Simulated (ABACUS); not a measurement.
Set-up for a self-consistent single point of WS2 (P6_3/mmc, 12 atoms in the cell; from Materials Project mp-224, changed as shown).

```
CELL_PARAMETERS angstrom
      3.13801     0.00000     0.00000
      0.00000     5.43519     0.00000
      0.00000     0.00000    12.78994
ATOMIC_POSITIONS crystal
  W  0.00000 0.33333 0.25000
  W  0.50000 0.16667 0.75000
  W  0.50000 0.83333 0.25000
  W  0.00000 0.66667 0.75000
  S  0.00000 0.33333 0.62980
  S  0.50000 0.16667 0.37020
  S  0.50000 0.16667 0.12980
  S  0.00000 0.33333 0.87020
  S  0.50000 0.83333 0.62980
  S  0.00000 0.66667 0.37020
  S  0.00000 0.66667 0.12980
  S  0.50000 0.83333 0.87020
```

All values come from this method and carry its errors: PBE, numerical atomic orbitals SZP (confined pseudo-atomic orbitals with Gaussian additions; energy shift 0.003 Ry), PseudoDojo 0.5 standard norm-conserving PBE (tails mended) pseudopotentials in ABACUS.

ABACUS settings:

```
key                                                                   value
---------------  ----------------------------------------------------------
basis                  SZP numerical atomic orbitals, energy shift 0.003 Ry
KPT                                                       Gamma 4 4 2 0 0 0
basis_type                                                             lcao
ecutwfc                                                              100 Ry
smearing_method                                                          fd
smearing_sigma                                                0.00367493 Ry
potentials       PseudoDojo 0.5 standard norm-conserving PBE (tails mended)
symmetry                                                                  1
ks_solver                                                     scalapack_gvx
scf_nmax                                                                100
scf_thr                                                             1.0e-06
mixing_type                                                         broyden
```

Results:

* **Number of valence electrons**: 104
* **Number of bands**: 63
* **Number of k-points after the program's reduction**: 18
* **Size of the basis**: 152
* **Number of SCF iterations**: 9
* **Free energy E − TS**: -10657.0020 eV
* **Pressure**: 13.23 GPa
* **Largest force (vector length)**: 1.725 eV/Å

Forces (eV/Å):
```
atom     Fx      Fy      Fz
----  -----  ------  ------
W1    0.000  -0.016   0.000
W2    0.000   0.016   0.000
W3    0.000  -0.016   0.000
W4    0.000   0.016   0.000
S5    0.000  -0.008  -1.725
S6    0.000   0.008   1.725
S7    0.000   0.008  -1.725
S8    0.000  -0.008   1.725
S9    0.000  -0.008  -1.725
S10   0.000   0.008   1.725
S11   0.000   0.008  -1.725
S12   0.000  -0.008   1.725
```

Stress (GPa, positive for compression):
```
11.93   0.00   0.00
 0.00  12.31   0.00
 0.00   0.00  15.45
```

For comparison: a first run was changed to give this one (lattice scaled by 0.98), and from it to this one the free energy goes up by 53.6 meV/atom, the pressure goes from 2.44 to 13.23 GPa and the largest force goes from 0.517 to 1.725 eV/Å.

Spin-orbit coupling is left out, which matters for bands and gaps with elements this heavy. The atom-centred basis is finite, which shifts total energies, pressures and forces against plane waves. Forces above 1 eV/Å remain at this geometry, of which the finite basis can carry a part. A single-zeta basis is rough, for pressures and forces above all. The structure comes from a collection of computed structures, made at another level of theory; the collection holds predicted forms beside known ones. Its lattice was then scaled.

Cost on one core: roughly 80 core-seconds.

The atomic orbitals were generated for these runs; they are not ABACUS's published sets and were checked against plane waves on a few crystals only.

“Tails mended”: in these copies of the files the far tail of each local potential was reset to the Coulomb form.
